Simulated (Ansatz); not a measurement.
ZrB₂ (AlB2 type, space group P6/mmm)

```
CELL_PARAMETERS angstrom
      3.16770     0.00000     0.00000
     -1.58385     2.74331     0.00000
      0.00000     0.00000     3.55026
ATOMIC_POSITIONS crystal
  Zr 0.00000 0.00000 0.00000
  B  0.33333 0.66667 0.50000
  B  0.66667 0.33333 0.50000
```

The slice is a (0001) plane (indices of the conventional cell) through the point (0.667, 0.333, 0.500) (fractional), spanned by u = [110] and v = [1 -1 0] in vectors of this cell: u (3.17 Å) and v (5.49 Å, at 90° to u). It covers one period; positions are fractions (u, v).

Computed with r2SCAN (plane waves to 500 eV, PAW, scalar-relativistic; Ansatz, a quantum-chemistry and plane-wave program). k mesh 17×17×13. These are valence fields of a PAW run, semicore shells included where kept as valence: close to a nucleus they are smooth pseudo fields. ZrB2 is run without spin polarisation. ZrB2 was relaxed with its symmetry unable to fall.

Q: The ELF has a maximum in the middle third of the B–B line. Where, and how high?

A: 0.86, 0.9 Å from B.

Q: What is the valence density on the shortest B–B line in this plane (1.83 Å), at its midpoint?

A: 0.74 e/Å³.

Q: Sketch the electron localisation function (ELF) on this plane as a map.

A: 
```tsv
v \ u	0.00	0.11	0.22	0.33	0.44	0.56	0.67	0.78	0.89
0.94	x	0.33	0.57	0.51	0.37	0.37	0.51	0.57	0.33
0.84	0.86	0.80	0.60	0.32	0.16	0.16	0.32	0.60	0.80
0.75	0.43	0.51	0.57	0.44	0.29	0.29	0.44	0.57	0.51
0.66	x	x	0.73	0.75	0.60	0.60	0.75	0.73	x
0.56	0.42	0.69	0.86	0.75	x	x	0.75	0.86	0.69
0.47	0.46	0.55	0.65	0.42	x	x	0.42	0.65	0.55
0.38	0.17	0.24	0.47	0.69	0.79	0.79	0.69	0.47	0.24
0.28	0.18	0.26	0.48	0.66	0.74	0.74	0.66	0.48	0.26
0.19	0.50	0.59	0.69	0.43	x	x	0.43	0.69	0.59
0.09	0.34	0.66	0.86	0.78	0.27	0.27	0.78	0.86	0.66
0.00	x	x	0.70	0.72	0.58	0.58	0.72	0.70	x
```

Values: electron localisation function (ELF). Points within 0.4 Å of a nucleus are blanked (x), as the pseudised field means little there.
